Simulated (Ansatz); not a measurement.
Zr$_{2}$SiB$_{2}$:
```
Zr2SiB2
1.0
    3.18551     0.00000     0.00000
   -1.59275     2.75873     0.00000
    0.00000     0.00000     7.80309
Zr Si B
2 1 2
Direct
  0.33333   0.66667   0.72081
  0.33333   0.66667   0.27919
  0.00000   0.00000   0.00000
  0.00000   0.00000   0.50000
  0.66667   0.33333   0.50000
```

Relaxed with r²SCAN.

Task: Which orbitals make up the states near the Fermi level in r²SCAN (plane waves, PAW; program Ansatz)?

Result: Within 0.5 eV of the Fermi level: Zr 4d 72 %, Si 3p 13 %, B 2p 7 %. Projections are on Löwdin-orthogonalised atomic valence shells; empty p or d shells of many metals are not among them.

Task: Tabulate the density of states.

Result: States/eV per cell of 5 atoms, in 0.25 eV bins, energy from the Fermi level.

```csv
E (eV),total,Zr 4d,B 2p,Si 3p
-7.85,0.86,0.18,0.23,0.06
-7.60,0.30,0.06,0.08,0.02
-7.35,0.50,0.10,0.10,0.04
-7.10,1.57,0.29,0.33,0.09
-6.85,1.56,0.28,0.31,0.07
-6.60,0.88,0.19,0.24,0.03
-6.35,0.57,0.12,0.23,0.02
-6.10,0.61,0.11,0.33,0.02
-5.85,0.85,0.14,0.49,0.03
-5.60,1.00,0.17,0.58,0.04
-5.35,1.20,0.21,0.69,0.06
-5.10,1.09,0.21,0.65,0.06
-4.85,1.17,0.24,0.63,0.15
-4.60,1.90,0.41,0.97,0.27
-4.35,2.07,0.51,1.02,0.31
-4.10,2.57,0.65,1.30,0.41
-3.85,2.61,0.68,1.15,0.54
-3.60,2.10,0.61,0.76,0.56
-3.35,1.49,0.47,0.57,0.31
-3.10,2.56,0.97,0.87,0.52
-2.85,5.41,1.85,1.55,1.53
-2.60,3.94,1.44,1.04,1.14
-2.35,2.28,0.93,0.57,0.63
-2.10,2.36,1.23,0.44,0.55
-1.85,2.53,1.47,0.35,0.54
-1.60,2.32,1.41,0.29,0.44
-1.35,3.67,2.09,0.50,0.77
-1.10,2.32,1.56,0.22,0.36
-0.85,1.42,1.03,0.12,0.18
-0.60,1.08,0.78,0.09,0.13
-0.35,1.38,1.04,0.09,0.14
-0.10,1.17,0.86,0.08,0.14
0.15,1.02,0.72,0.08,0.15
0.40,1.07,0.73,0.09,0.19
0.65,1.38,0.90,0.12,0.29
0.90,1.90,1.22,0.17,0.42
1.15,2.44,1.63,0.21,0.48
1.40,2.50,1.70,0.22,0.45
1.65,2.50,1.82,0.20,0.33
1.90,2.42,1.75,0.17,0.16
2.15,2.06,1.49,0.14,0.17
2.40,2.12,1.56,0.12,0.22
2.65,2.28,1.66,0.12,0.24
2.90,3.03,2.20,0.15,0.29
3.15,3.48,2.44,0.27,0.33
3.40,2.87,1.88,0.32,0.33
3.65,2.22,1.50,0.24,0.21
3.90,2.41,1.59,0.31,0.17
4.15,2.47,1.59,0.35,0.15
4.40,3.24,1.95,0.45,0.22
4.65,3.84,2.27,0.53,0.32
```

Space group P-6m2. The start of the workflow was typed in or built on a structure type; neither database checked (COD, Materials Project) lists it. Its standing as an ambient phase is unchecked. Symmetry was held in the r²SCAN relaxation; whether a distortion lowers the energy is not shown. The run is not spin-polarised. Spin–orbit coupling is left out wherever it is not named.

Potentials: the earlier of the program's two PAW sets.
